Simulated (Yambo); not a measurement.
Yambo run on NaBa2ReO6 (space group Fm-3m, No. 225). The wavefunctions are PBEsol (pw.x of Quantum ESPRESSO, ONCV potentials, scalar-relativistic) ones on a 2×2×2 mesh (40 occupied bands); a = b = c = 5.9548 Å, α = β = γ = 60.00°.

Yambo input:

```
rim_cut
gw0
dyson
el_el_corr
HF_and_locXC
ppa
em1d
RandQpts= 1000000
RandGvec= 1 Ry
EXXRLvcs= 88 Ry
VXCRLvcs= 352 Ry
Chimod= "HARTREE"
% BndsRnXp
 6 | 229 |
%
NGsBlkXp= 7 Ry
% LongDrXp
 1.0 | 1.0 | 1.0 |
%
PPAPntXp= 27.2114 eV
% GbndRnge
 1 | 152 |
%
GTermKind= "none"
DysSolver= "n"
ExtendOut
% QPkrange
 1 | 1 | 40 | 40 |
 3 | 3 | 40 | 41 |
%
```

k points by index: 1 = Γ, 3 = X.

The o-*.qp file then holds:

```
#    K-point    Band    Eo [eV]    E [eV]    E-Eo [eV]    Vxc [eV]    Vnlxc [eV]    Sc|Eo [eV]    Sc|E [eV]    dSc/dw|Eo [eV]    Re(Z)    Im(Z)
#
    1    40    0.000000    -0.002248    -0.002248    -19.54248    -24.54026    4.994791    4.995530    -8.338011    0.765449    -0.001766
    3    40    -0.043999    -0.062356    -0.018357    -19.41689    -24.39049    4.949587    4.955239    -8.303078    0.766201    -0.001822
    3    41    1.900366    3.586400    1.686034    -16.88420    -12.08647    -2.697324    -3.111696    -6.683716    0.802758    -0.006590
```
(The two width columns are left out.) Convergence of these settings isn't established.

Spin-orbit coupling is not included.

Geometry of the Materials Project entry, not relaxed at this level.
